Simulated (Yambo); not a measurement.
Material: CaTiO3 (space group I4/mcm, No. 140); a = 5.441 Å, b = 5.441 Å, c = 5.441 Å, α = 120.85°, β = 120.85°, γ = 88.54° (10 atoms in the cell). The geometry is that of Materials Project entry mp-3442, symmetrised and not relaxed again.

With LDA (pw.x of Quantum ESPRESSO, ONCV potentials, without SOC), the gap between the mesh's edge points ((0, 0, 0.25) → (0, 0, 0.25)) is 2.297 eV.

Problem. By how much does one-shot G0W0 (Yambo; 4×4×4 Γ-centred k mesh, bands 3 to 141 and a 6 Ry block in the screening, 141 bands in G with the Bruneval-Gonze terminator, plasmon pole fitted at 27.2 eV) open this gap, and what gap results?

Solution. The correction is 1.725 eV, giving 4.022 eV, 1.8 times the LDA value. Among the k points computed, the smallest G0W0 gap is 3.99 eV, (0, 0, 0.25) → Γ. Nearest settings tried, and what they do to the gap: 2 Ry block (35 vectors against 181): +1127 meV. Not varied: bands in G, bands in W, mesh. So the settings aren't converged at that level. 

This is not the ordinary phase of the substance.
